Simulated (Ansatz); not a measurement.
Bands of HfC

```xyz
2
Lattice="0.0000 2.3257 2.3257 2.3257 0.0000 2.3257 2.3257 2.3257 0.0000" Properties=species:S:1:pos:R:3 pbc="T T T"
Hf    0.0000    0.0000    0.0000
C     2.3257    2.3257    2.3257
```

Atom numbers follow the list: Hf1, C2.

The cell was built from the rocksalt type and relaxed in the same program, and has space group Fm-3m; it needn't be a known or the stable phase.

No spin–orbit coupling, which matters for the heavy atoms here.

Level of theory: Ansatz 0.2.0, DFT, PBE, all-electron LAPW, scalar-relativistic.

The runs use a Γ-centred 16×16×16 k mesh, Fermi–Dirac smearing of 0.05 eV, basis error target 1 meV/atom, no spin polarisation.

Points in fractions of the reciprocal vectors of this cell: Γ (0, 0, 0), X (0.5, 0, 0.5), U (0.625, 0.25, 0.625), K (0.375, 0.375, 0.75), L (0.5, 0.5, 0.5), W (0.5, 0.25, 0.75). The path joins them by straight lines in the order Γ–X–U–K–Γ–L–W–X; legs that retrace an earlier one aren't tabulated. Energies are in eV from the Fermi level.

Q: Is there a gap?

A: none: bands cross the Fermi level, a metal.

Q: List the levels between -5 and 3 eV at the symmetry points.

A: 
Γ: 1.05 (×3), 1.37 (×3)
X: -2.62, -1.79, -0.07 (×2)
U: -3.51, -2.75, -1.64, 1.58
K: -3.51, -2.75, -1.64, 1.58
L: -3.01 (×2)
W: -2.98, -2.73 (×2)
